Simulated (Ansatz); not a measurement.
Question: Each is relaxed and computed with LDA in the plane-wave PAW code Ansatz. Which is the only one with a gap?
A. Sb2Se3, Pnma (Pearson symbol oP20)
B. TaSb2, C2/m (Ta on 4i, Sb on 4i, Sb on 4i)
C. GePt, Pnma (Pt on 4c, Ge on 4c)
D. NiGe, Pnma (Ni on 4c, Ge on 4c)

Answer: A, Sb2Se3, Pnma (Pearson symbol oP20). Sb2Se3: gap 0.71 eV (indirect); NiGe: metal; GePt: metal; TaSb2: metal. Standing as an ambient phase not checked: TaSb2, C2/m (Ta on 4i, Sb on 4i, Sb on 4i). Weakly bound layers, chains or molecules computed without a dispersion correction, so cells and soft constants are ill determined: Sb2Se3, Pnma (Pearson symbol oP20). All cells were relaxed under the symmetry of their starts (and spin orders); stability against distortions was not tested throughout. Rows with no word on spin ran without spin polarisation. Scalar-relativistic: spin–orbit coupling is off unless named, which matters more the heavier the elements.

Potentials: the later of the program's two PAW sets.
